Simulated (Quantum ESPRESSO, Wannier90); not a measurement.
**Wannierisation of SiGe (wurtzite)**

Materials Project entry mp-978534; symmetrised, unrelaxed at this level. Not found in the COD (Crystallography Open Database) copy used; not checked further. Method: PBEsol plane waves in Quantum ESPRESSO 7.5 (PseudoDojo norm-conserving files, 63 Ry, spinors with spin-orbit coupling), Bloch states on a 6×6×4 mesh through Γ, Wannier90 4.0.1. Density: 12×12×6 mesh, Gaussian smearing 0.01 Ry. The gap is small at this level and was sampled on the meshes and a path alone.

```
begin unit_cell_cart
ang
    3.9044500486    0.0000000000    0.0000000000
   -1.9522250243    3.3813529299    0.0000000000
    0.0000000000    0.0000000000    6.4507800000
end unit_cell_cart
mp_grid = 6 6 4
```

Neighbour vectors b of the finite-difference formula (Å⁻¹), by shell:

```tsv
shell	b_x	b_y	b_z
1	0.00000	0.00000	0.24350
1	0.00000	0.00000	-0.24350
2	0.00000	0.30970	0.00000
2	0.26821	0.15485	0.00000
2	0.00000	-0.30970	0.00000
2	0.26821	-0.15485	0.00000
2	-0.26821	-0.15485	0.00000
2	-0.26821	0.15485	0.00000
```

### Question
Find the weights w_b from the completeness condition Σ_b w_b b_α b_β = δ_αβ.

### Answer
Shell 1: Σ b_x² = 0.000, Σ b_y² = 0.000, Σ b_z² = 0.119 Å⁻²
Shell 2: Σ b_x² = 0.288, Σ b_y² = 0.288, Σ b_z² = 0.000 Å⁻²
Each of the three diagonal sums, weighted, has to give 1 and the off-diagonal ones 0, which holds for w_1 = 8.43 Å², w_2 = 3.48 Å². Check on xx: 8.43×0.000 + 3.48×0.288 = 1.00.

On this mesh the 12 functions of bands 25-36 (bands 25-36; start: SCDM (isolated), conv_tol = 1.0e-6) end with spreads 4.3044, 4.3050, 4.3069, 4.3063, 4.6215, 4.6215, 4.3058, 4.3055, 4.6215, 4.6219, 4.3054, 4.3054 Å², Ω_I = 45.5868 Å² and Ω_D = 0.4838 Å².

Ω_total is the sum of the spreads, 52.931 Å². Ω_OD = Ω_total − Ω_I − Ω_D = 6.861 Å². Only (Ω_D + Ω_OD)/Ω_total = 13.9 % depends on the gauge, and another start could lower the total by that share at most. The rms radius is √(Ω_total/12) = 2.10 Å.
